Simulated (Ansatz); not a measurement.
TaW:
```
CELL_PARAMETERS angstrom
      0.00000     2.65663     2.65663
      2.65663     0.00000     2.65663
      2.65663     2.65663     0.00000
ATOMIC_POSITIONS crystal
  Ta 0.00000 0.00000 0.00000
  W  0.50000 0.50000 0.50000
```

Relaxed with PBEsol. Special points in fractions of this cell's reciprocal vectors: Γ (0.000, 0.000, 0.000); X (0.500, 0.000, 0.500); U (0.625, 0.250, 0.625); K (0.375, 0.375, 0.750); L (0.500, 0.500, 0.500); W (0.500, 0.250, 0.750).

**Question.** List the band energies nearest the Fermi level at these points for PBEsol in the plane-wave PAW code Ansatz.

**Answer.** In eV from the Fermi level; about four levels below and three above (degenerate sets whole), none deeper than 8.9 eV; points with the same levels are listed once.

```
k                          below                above
-  -----------------------------  -------------------
Γ  -3.53 -3.53 -3.20 -3.20 -3.20       5.75 5.75 5.75
X        -4.41 -2.53 -2.12 -0.24  1.45 1.45 2.94 2.94
U        -3.19 -2.58 -1.88 -1.61       0.57 2.64 2.97
L        -0.68 -0.68 -0.06 -0.06       1.08 1.08 1.90
W  -3.22 -3.22 -3.03 -2.97 -0.20       0.36 1.55 2.79
```

Space group Fm-3m (rock salt). The start of the workflow was typed in or built on a structure type; neither database checked (COD, Materials Project) lists it. Whether it is the stable phase at ambient conditions was not checked. Symmetry was held in the PBEsol relaxation. At this level the phase is mechanically unstable. The run is not spin-polarised. Its formation energy is positive at this level, so the cell may be metastable or incomplete. Scalar-relativistic: spin–orbit coupling is off unless named, which matters more the heavier the elements.

Potentials: the later of the program's two PAW sets.
